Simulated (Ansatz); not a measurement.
## Moving the Hubbard U on Ir d, Mo d, Ni d, Pd d, W d in NiMoIrPdW

```
Ni Mo Pd Ir W
1.0
     2.76078    0.00000    0.00000
    -1.38039    2.39090    0.00000
     0.00000    0.00000   11.34051
Ni Mo Pd Ir W
1 1 1 1 1
Cartesian
  0.0000 0.0000 8.0423
  1.3804 0.7970 3.3369
  1.3804 0.7970 10.1952
  0.0000 0.0000 1.2025
  1.3804 0.7970 6.0015
```

The cell comes from a database or a generator and needn't be the stable form of this composition.

Kept alike: task projected density of states; functional PBE; k mesh 11 × 11 × 3; occupations fermi-dirac, width 0.05 eV; collinear spin, ferromagnetic start. Program: Ansatz, Ansatz PAW, cutoff 420 eV. The mesh is that of the run's cell of 5 atoms. No spin-orbit coupling.

| run | pressure (GPa) | largest site moment (μB) |
| --- | --- | --- |
| A | 56.18 | 3.34 |
| B | 0.79 | 0.18 |
| C | 6.56 | 0.91 |

Pressure is positive in compression, with a Pulay correction for the finite cutoff. For a metal such a mesh leaves the last digits unconverged. How U acts hangs on the program's projectors. The runs hold the magnetic state that their start led to, which needn't be the lowest. Site moments count inside each atom's sphere or projector. U is the effective U - J on orthogonalised atomic projectors. Double counting: fully localised limit (the default).

Task: The runs differ in the Hubbard U on Ir d, Mo d, Ni d, Pd d, W d alone: 2; 4; 8 eV. Which run is which?

Result: Run A is 8 eV; run B is 2 eV; run C is 4 eV. The pressure rises from 0.79 to 56.18 GPa between 2 and 8 eV. U localises the shell and weakens its bonds, so the cell pushes outwards. The largest site moment rises from 0.18 to 3.34 μB between 2 and 8 eV.
